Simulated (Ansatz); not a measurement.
Input:

AgI:
```
CELL_PARAMETERS angstrom
      0.00000     3.22498     3.22498
      3.22498     0.00000     3.22498
      3.22498     3.22498     0.00000
ATOMIC_POSITIONS crystal
  Ag 0.75000 0.75000 0.75000
  I  0.00000 0.00000 0.00000
```

This is the PBEsol-relaxed structure. Cartesian axes are those of the cell as given.

### Question
All from the program Ansatz at the PBEsol level (PAW), unless another level is named. Give the Poisson's ratio.

### Answer
0.41.

### Question
Next, the piezoelectric stress constants (proper, relaxed ions, C/m²)?

### Answer
e14 = e25 = e36 = 0.17.

### Question
What about the elastic constants (relaxed ions, GPa)?

### Answer
C11 = 38.9, C12 = 31.9, C44 = 9.8.

Space group F-43m (zinc blende). The cell was relaxed with PBEsol under the symmetry of its start. No spin polarisation was allowed. Scalar-relativistic: spin–orbit coupling is off unless named, which matters more the heavier the elements.

Potentials: the later of the program's two PAW sets.
